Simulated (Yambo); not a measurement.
Yambo run on NaF (rock salt, space group Fm-3m, No. 225). The wavefunctions are PBEsol (pw.x of Quantum ESPRESSO, ONCV potentials, no spin-orbit coupling) ones on a 6×6×6 mesh (8 occupied bands); a = b = c = 3.2720 Å, α = β = γ = 60.00°.

Yambo input:

```
rim_cut
gw0
dyson
el_el_corr
HF_and_locXC
cohsex
em1s
RandQpts= 1000000
RandGvec= 1 Ry
EXXRLvcs= 88 Ry
VXCRLvcs= 352 Ry
Chimod= "HARTREE"
% BndsRnXs
 2 | 93 |
%
NGsBlkXs= 14 Ry
% LongDrXs
 1.0 | 1.0 | 1.0 |
%
ExtendOut
% QPkrange
 1 | 1 | 8 | 9 |
%
```

k points by index: 1 = Γ.

Resulting energies as the program prints them:

```
#    K-point    Band    Eo [eV]    E [eV]    E-Eo [eV]    Vxc [eV]    Vnlxc [eV]    Sc|Eo [eV]    Re(Z)    Im(Z)
#
    1    8    0.000000    -5.982342    -5.982342    -22.22852    -30.18447    1.973607    1.000000    0.000000
    1    9    6.223052    7.145076    0.922024    -9.663128    -5.377663    -3.363441    1.000000    0.000000
```
(The two width columns are left out.) Convergence of these settings isn't established.

Geometry relaxed with PBEsol.
